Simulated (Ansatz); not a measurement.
Relaxed-ion elastic tensor of SiNi in space group Pnma (No. 62; Si on 4c, Ni on 4c) in GPa (Voigt order), the program Ansatz at the PBEsol level (PAW); density 6.10 g/cm³, 11.80 Å³ per atom.

```json
[
 {"": "1", "1": "293", "2": "180", "3": "104", "4": "0.0", "5": "0.0", "6": "0.0"},
 {"": "2", "1": "180", "2": "246", "3": "160", "4": "0.0", "5": "0.0", "6": "0.0"},
 {"": "3", "1": "104", "2": "160", "3": "243", "4": "0.0", "5": "0.0", "6": "0.0"},
 {"": "4", "1": "0.0", "2": "0.0", "3": "0.0", "4": "116", "5": "0.0", "6": "0.0"},
 {"": "5", "1": "0.0", "2": "0.0", "3": "0.0", "4": "0.0", "5": "143", "6": "0.0"},
 {"": "6", "1": "0.0", "2": "0.0", "3": "0.0", "4": "0.0", "5": "0.0", "6": "141"}
]
```

### Question
Is the crystal mechanically stable?

### Answer
Yes: the smallest eigenvalue of C is 59.8 GPa.

### Question
Work out the Voigt, Reuss and Hill averages.

### Answer
K_V = 186, K_R = 181, K_H = 183; G_V = 102, G_R = 73.1, G_H = 87.8 GPa.

### Question
Give Young's modulus, Poisson's ratio, Pugh's ratio and the universal anisotropy index.

### Answer
E = 9KG/(3K + G) = 227 GPa; ν = 0.29; K/G = 2.09 (ductile by the Pugh limit of 1.75); A_U = 5G_V/G_R + K_V/K_R − 6 = 2.03.

### Question
Estimate the sound speeds and the Debye temperature.

### Answer
v_l = √((K + 4G/3)/ρ) = 7020 m/s, v_t = √(G/ρ) = 3790 m/s, mean 4230 m/s; Θ = (h/k)(3n/4πV)^(1/3) v_m = 553 K.

### Question
Solve the Christoffel equation for the three sound speeds along x, y, z.

### Answer
Eigenvalues of C_ijkl n_j n_l equal ρv². In km/s, slowest first: x 4.81, 4.84, 6.93; y 4.36, 4.81, 6.35; z 4.36, 4.84, 6.31.

### Question
How much does each axis shrink under pressure?

### Answer
Linear compressibilities β_i = Σ_j S_ij (j = 1 to 3): x 1.9, y 0.92, z 2.7 per TPa.

The cell was relaxed with PBEsol under the symmetry of its start; of distortions, only those at the zone centre were tested. The run is not spin-polarised. As this level gives no gap, shear constants depend on the k-mesh and smearing (Fermi–Dirac, 0.1 eV here). On the denser mesh and wider smearing of the elastic run this cell carries a stress of 0.5 GPa.

Potentials: the earlier of the program's two PAW sets.
